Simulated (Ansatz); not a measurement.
All numbers below come from DFT PBE, scalar-relativistic, plane waves, PAW in Ansatz 0.2.0. Settings: cutoff 420 eV, Γ-centred meshes spaced at most about 0.3 Å⁻¹, and about 0.25 Å⁻¹ or finer for metals (2π included), Gaussian smearing. No spin polarisation in the final relaxations.

These are static total energies at zero pressure.

Two relaxed structures of Hf3C2:

1.

```yaml
crystal:
  lattice:
    - [2.88088, 1.66327, 2.55250]
    - [-2.88088, 1.66327, 2.55250]
    - [0.00000, -3.32655, 2.55250]
  atoms:
    - { symbol: Hf, position: [0.50000, 0.50000, 0.00000] }
    - { symbol: Hf, position: [0.00000, 0.50000, 0.50000] }
    - { symbol: Hf, position: [0.50000, 0.00000, 0.50000] }
    - { symbol: C, position: [0.09254, 0.09254, 0.09254] }
    - { symbol: C, position: [0.90746, 0.90746, 0.90746] }
```

2.

```yaml
crystal:
  lattice:
    - [2.53863, 1.46568, 3.87352]
    - [-2.53863, 1.46568, 3.87352]
    - [0.00000, -2.93135, 3.87352]
  atoms:
    - { symbol: Hf, position: [0.62462, 0.62462, 0.62462] }
    - { symbol: Hf, position: [0.37538, 0.37538, 0.37538] }
    - { symbol: Hf, position: [0.00000, 0.00000, 0.00000] }
    - { symbol: C, position: [0.20068, 0.20068, 0.20068] }
    - { symbol: C, position: [0.79932, 0.79932, 0.79932] }
```

Problem. Which is lower in energy, and by how much?

Solution. Cell 1 is lower, by 0.77 eV/atom. Cell 1 has space group R-3m (No. 166), 14.7 Å³/atom and no gap on its mesh; cell 2 has space group R-3m (No. 166), 17.3 Å³/atom and no gap. Counting C atoms around Hf (those within 1.25 times the shortest such distance or 1.15 times the sum of covalent radii; a plus sign parts nearer from farther groups; a slash parts the counts of unlike sites), cell 1 has Hf 2+4 and cell 2 has Hf 1/2. Cell 1 holds C–C pairs (shortest 1.42 Å); in cell 2 the shortest C–C distance is 3.04 Å. The denser one is the lower, and pressure would at first widen the difference. Even the lower one lies +0.41 eV/atom against the reference forms of the elements (uncorrected), so neither is stable at this level. In cell 1, Hf is surrounded by 2 C at 2.48 Å, 8 Hf at 2.88–3.05 Å and 4 C at 2.97 Å; around C lie 1 C at 1.42 Å, 3 Hf at 2.48 Å and 6 Hf at 2.97 Å. In cell 2, Hf on a site of symmetry 3m is surrounded by 1 C at 2.03 Å and 7 Hf at 2.90–3.09 Å; Hf on a site of symmetry -3m has 2 C at 2.33 Å and 6 Hf at 2.97 Å; C has 1 Hf at 2.03 Å and 1 Hf at 2.33 Å. Both come from invented guesses. A third cell relaxed alike, in P-3m1, lies 1.17 eV/atom below the lower of the two.

These runs have no spin–orbit coupling, which can matter for Hf. Cells relaxed within their symmetry can be saddle points.
